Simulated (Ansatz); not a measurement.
# TiH5: start and end of a relaxation

The guess for TiH5 was made by a generator: random cell by space group and Wyckoff sites (P6/mmm, No. 191). The dimensions are guesses.

start.cif

```cif
data_structure
_symmetry_space_group_name_H-M 'P6/mmm'
_symmetry_Int_Tables_number 191
_cell_length_a 3.5948
_cell_length_b 3.5948
_cell_length_c 4.4472
_cell_angle_alpha 90.000
_cell_angle_beta 90.000
_cell_angle_gamma 120.000
_cell_volume 49.77
loop_
_atom_site_label
_atom_site_type_symbol
_atom_site_symmetry_multiplicity
_atom_site_Wyckoff_symbol
_atom_site_fract_x
_atom_site_fract_y
_atom_site_fract_z
_atom_site_occupancy
Ti1 Ti 1 a 0.00000 0.00000 0.00000 1
H1 H 4 h 0.33333 0.66667 0.64762 1
H2 H 1 b 0.00000 0.00000 0.50000 1
```

Method: DFT PBE, scalar-relativistic, plane waves, PAW (Ansatz 0.2.0). Cutoff 420 eV, Gaussian smearing, Γ-centred meshes. Cell and atoms relax first on a coarse mesh and then on a finer one. In between, the cell is made exact in the group found at 0.06 Å. In metals the finer mesh still leaves noise of several meV/atom or more. The steps can't lower the symmetry of their start. No spin polarisation in the relaxation; trial moments died out in a coarse test.

end.cif

```cif
data_structure
_symmetry_space_group_name_H-M 'P6/mmm'
_symmetry_Int_Tables_number 191
_cell_length_a 3.0059
_cell_length_b 3.0059
_cell_length_c 3.9153
_cell_angle_alpha 90.000
_cell_angle_beta 90.000
_cell_angle_gamma 120.000
_cell_volume 30.64
loop_
_atom_site_label
_atom_site_type_symbol
_atom_site_symmetry_multiplicity
_atom_site_Wyckoff_symbol
_atom_site_fract_x
_atom_site_fract_y
_atom_site_fract_z
_atom_site_occupancy
Ti1 Ti 1 a 0.00000 0.00000 0.00000 1
H1 H 4 h 0.33333 0.66667 0.76653 1
H2 H 1 b 0.00000 0.00000 0.50000 1
```

The symmetry stays P6/mmm (No. 191). The volume per atom shrinks by 38.4 %, from 8.3 to 5.1 Å³. The shortest distance goes from 1.31 Å (H–H) to 1.74 Å (H–H). The energy falls by about 0.71 eV/atom (the start's value is from the coarse mesh).

```yaml
Volume_per_atom: 5.11 Å³
Density: 2.87 g/cm³
Energy_over_the_elements: +0.04 eV/atom
Gap_on_the_12×12×10_mesh_of_the_6-atom_cell: 0 eV (a metal)
```

Formation energies are uncorrected and refer to the elements' standard structures at the same level (H₂ as a molecule). The separate elements lie lower, so it is unstable against them.

The last run used Gaussian smearing of 0.10 eV. The k mesh leaves some 4 meV/atom of noise in the energy of each metallic cell. With hydrogen, zero-point motion can shift formation energies by some tens of meV/atom. A structure relaxed within its symmetry needn't be a true minimum. In all, the 3 runs took 29 s on 1 thread of Arm Neoverse V1 (shared host).
